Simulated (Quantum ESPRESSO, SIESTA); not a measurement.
This is a calculation of BPd4 for SIESTA 5.4.2. The cell comes from a database or a generator and needn't be the stable form of this composition.

The input BPd4.fdf:

```
SystemName                      BPd4
SystemLabel                     BPd4
NumberOfSpecies                 2
NumberOfAtoms                   5
%block ChemicalSpeciesLabel
  1  46 Pd
  2   5 B
%endblock ChemicalSpeciesLabel

LatticeConstant                 1.0 Ang
%block LatticeVectors
     2.8920299704     0.0000000000     0.0000000000
     0.0000000000     4.3650077954     0.0000000000
     0.0000000000     0.0000000000     5.8563150000
%endblock LatticeVectors
AtomicCoordinatesFormat         Fractional
%block AtomicCoordinatesAndAtomicSpecies
     0.5000000000     0.0000000000     0.1975780000  1  Pd
     0.0000000000     0.0000000000     0.6194700000  1  Pd
     0.0000000000     0.5000000000     0.3291640000  1  Pd
     0.5000000000     0.5000000000     0.8675610000  1  Pd
     0.5000000000     0.0000000000     0.8632270000  2  B
%endblock AtomicCoordinatesAndAtomicSpecies

%block kgrid.MonkhorstPack
    9   0   0  0.0
    0   6   0  0.0
    0   0   5  0.0
%endblock kgrid.MonkhorstPack
XC.Functional                   GGA
XC.Authors                      PBEsol
PAO.BasisSize                   DZP
PAO.EnergyShift                 0.003 Ry
Mesh.Cutoff                     800 Ry
OccupationFunction              FD
ElectronicTemperature           0.05 eV
MaxSCFIterations                120
SCF.MustConverge                false
SCF.Mixer.Method                Pulay
SCF.Mixer.Weight                0.25
SCF.Mixer.History               8
SCF.DM.Tolerance                5.0e-05
SCF.H.Tolerance                 1.0e-03 eV
WriteForces                     true
Charge.Mulliken                 end
Charge.Hirshfeld                end
Charge.Voronoi                  end
SaveRho                         true
SaveElectrostaticPotential      true
%block PAO.Basis
  Pd 5
  n=4 0 2
    2.827 0.000
  n=5 0 2
    8.651 0.000
  n=4 1 2
    3.241 0.000
  n=5 1 1
    8.651
  n=4 2 2
    5.842 0.000
%endblock PAO.Basis
```

Potentials or basis: PseudoDojo 0.4 standard (PBEsol files), converted to PSML, two zetas on semicore shells, DZP (energy shift 0.003 Ry; two zetas on semicore shells).

Launch:

```console
$ siesta BPd4.fdf > BPd4.out 2>&1
```

Question: Set up the same calculation for Quantum ESPRESSO 7.5. Potentials or basis there: GBRV 1.5 PBEsol, cutoff 612 eV.

Answer: As run (cutoffs and basis follow the program's own potentials, and thresholds, step limits or extra output files can differ):

File pw.in:

```
&CONTROL
  calculation = 'scf'
  prefix = 'pwscf'
  outdir = './tmp'
  pseudo_dir = './pseudo'
  tprnfor = .true.
  tstress = .true.
  disk_io = 'low'
/
&SYSTEM
  ibrav = 0
  celldm(1) = 8
  nat = 5
  ntyp = 2
  ecutwfc = 45
  ecutrho = 360
  nbnd = 45
  occupations = 'smearing'
  smearing = 'fd'
  degauss = 0.00367493
/
&ELECTRONS
  conv_thr = 1d-09
  electron_maxstep = 120
  mixing_beta = 0.5
/
ATOMIC_SPECIES
Pd   106.4200 pd_pbesol_v1.4.uspp.F.UPF
B     10.8100 b_pbesol_v1.4.uspp.F.UPF
CELL_PARAMETERS alat
  0.6831430735332   0.0000000000000   0.0000000000000
  0.0000000000000   1.0310836581453   0.0000000000000
  0.0000000000000   0.0000000000000   1.3833539311922
ATOMIC_POSITIONS crystal
Pd     0.5000000000    0.0000000000    0.1975780000
Pd     0.0000000000    0.0000000000    0.6194700000
Pd     0.0000000000    0.5000000000    0.3291640000
Pd     0.5000000000    0.5000000000    0.8675610000
B      0.5000000000    0.0000000000    0.8632270000
K_POINTS automatic
9 6 5 0 0 0
```

The input pp_density.in:

```
&INPUTPP
  prefix = 'pwscf'
  outdir = './tmp'
  filplot = 'density.dat'
  plot_num = 0
/
&PLOT
  nfile = 1
  filepp(1) = 'density.dat'
  iflag = 3
  output_format = 6
  fileout = 'density.cube'
/
```

The input pp_potential.in:

```
&INPUTPP
  prefix = 'pwscf'
  outdir = './tmp'
  filplot = 'potential.dat'
  plot_num = 11
/
&PLOT
  nfile = 1
  filepp(1) = 'potential.dat'
  iflag = 3
  output_format = 6
  fileout = 'potential.cube'
/
```

Potentials or basis: GBRV 1.5 PBEsol.

The run is started by

```console
$ OMP_NUM_THREADS=1 mpirun -n 2 pw.x -nk 2 -in pw.in > pw.out
$ OMP_NUM_THREADS=1 mpirun -n 1 pp.x -in pp_density.in > pp_density.out
$ OMP_NUM_THREADS=1 mpirun -n 1 pp.x -in pp_potential.in > pp_potential.out
```

Both were run:

|  | SIESTA | Quantum ESPRESSO |
| --- | --- | --- |
| Pressure | -6.7 GPa | -8.3 GPa |

The potentials hold 75 and 67 valence electrons a cell.

Pressure is positive in compression.
